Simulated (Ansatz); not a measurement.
Consider the following.

Cl:
```
Cl
1.0
    3.99437    -2.14664     0.00000
    3.99437     2.14664     0.00000
    0.00000     0.00000     8.33533
Cl
4
Cartesian
  3.99437  -1.65913   5.05563
  3.99437   1.65913   3.27970
  3.99437  -0.48751   0.88797
  3.99437   0.48751   7.44736
```

This is the PBE-relaxed structure.

**Question.** All from PBE in the plane-wave PAW code Ansatz, unless another level is named. Predict the band gap.

**Answer.** 2.30 eV (direct).

**Question.** Give the valence-band maximum.

**Answer.** at Γ.

Space group Cmce (molecular I2 type). The PBE relaxation kept the symmetry of its start. The substance is a gas or liquid at ambient conditions; this is its low-temperature solid. The volume lies over 15 % above that of the usual cell of this phase: another minimum, or an error of the functional. A crystal of weakly bound molecules computed without a dispersion correction: the cell and the soft elastic constants depend strongly on that.

Potentials: the later of the program's two PAW sets.
